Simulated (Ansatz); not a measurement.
YSi (CsCl type, Pm-3m) at seven volumes, PBE (plane waves, PAW; program Ansatz), scaled uniformly. One row is withheld.

```
V (Å³/atom)  P (GPa)
-----------  -------
20.150             ?
20.814          5.11
21.478          2.36
22.143          0.00
22.807         -2.05
23.471         -3.84
24.136         -5.38
```

Fit the shown pressures and predict the withheld one.

P = (3/2)B₀(x^(7/2) − x^(5/2))[1 + (3/4)(B′ − 4)(x − 1)] with x = (V₀/V)^(2/3). Least squares on the six rows gives V₀ = 22.142 Å³/atom, B₀ = 73.5 GPa, B′ = 3.78. At V = 20.150, x = 1.0649 and P = 8.28 GPa. The run itself gave 8.33 GPa.

A made-up cell: these elements were put on the sites of a structure type; neither database checked (COD, Materials Project) lists it. Its standing as an ambient phase is unchecked. The PBE relaxation kept the symmetry of its start. At this level the phase is mechanically unstable. No spin polarisation was allowed.

Potentials: the later of the program's two PAW sets.
